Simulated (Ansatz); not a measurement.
## LiCl at 13.4 GPa: from Born charge to LO–TO splitting and polaron coupling

Level of theory: DFT LDA, scalar-relativistic, plane waves, PAW in Ansatz. Cutoff 420 eV, 8×8×8 k-points (Γ-centred), fixed occupations. No spin polarisation. Phonons by linear response, acoustic sum rule imposed.

The cell is fixed (symmetry leaves no force on the atoms) and stands under 13.4 GPa:
```
Li Cl
1.0
     0.00000    2.31530    2.31530
     2.31530    0.00000    2.31530
     2.31530    2.31530    0.00000
Li Cl
1 1
Direct
  0.00000 0.00000 0.00000
  0.50000 0.50000 0.50000
```

The cell is the ideal cubic rocksalt prototype.

Linear response gives ν_TO = 374.2 cm⁻¹, Born charges ±1.113 e (positive on Li) and ε∞ = 3.541. The primitive cell holds 24.823 Å³, and the masses are 6.940 and 35.450 amu.

Question: Find ν_LO and the static dielectric constant.

Answer: The long-wave field adds a restoring force: ω_LO² − ω_TO² = Z*²e²/(ε_vac ε∞ μV). In these units ν_LO² − ν_TO² = 4.92064×10⁷ Z*²/(μ V ε∞) cm⁻², with μ = m₁m₂/(m₁ + m₂) = 5.804 amu: 119587 cm⁻². So ν_LO = √(374.2² + 119587) = 509.5 cm⁻¹, and the run gives 509.5. Lyddane–Sachs–Teller then gives ε0 = ε∞ (ν_LO/ν_TO)² = 6.56, against 6.57 in the run (it forms both from the same three quantities, so the match checks the arithmetic only). Between ν_TO and ν_LO the dielectric function is negative and an undamped crystal reflects fully: a reststrahlen band from 19.6 to 26.7 μm.

Question: What do the Clausius–Mossotti polarisability and the Szigeti charge come to?

Answer: With the Lorentz local field, α = (3V/4π)(ε∞ − 1)/(ε∞ + 2) = 2.72 Å³ for the pair, and e_S = 3Z*/(ε∞ + 2) = 0.60 e. The Born charge includes the electrons' response to the dipole's own local field, and e_S takes that enhancement out. The Lorentz field assumes point-like polarisable ions, a fair picture at this small ε∞.

Question: How strongly does a slow electron couple to the LO mode?

Answer: For one isotropic parabolic band, Fröhlich's constant is α_F = (1/ε∞ − 1/ε0) √(m* Ry/ħω_LO), with Ry = 13.606 eV, ħω_LO = 63.2 meV and m* in free-electron masses: α_F = 0.1301 × 14.68 × √m* = 1.91 √m*. The band mass isn't part of this run; for m* = 0.1, 0.3 and 1 it gives 0.60, 1.05, 1.91. In weak coupling the polaron lies α_F ħω_LO below the band edge (66 meV at m* = 0.3) with a mass m*(1 + α_F/6); past α_F of about 5 or 6 that expansion fails. A semilocal functional's ε∞ tends to be too large, which taken alone lowers α_F.

Cost: 1 run of about 2.2 core-minutes, on Intel Xeon Processor @ 2.50GHz (Skylake/Cascade Lake) (shared hosts).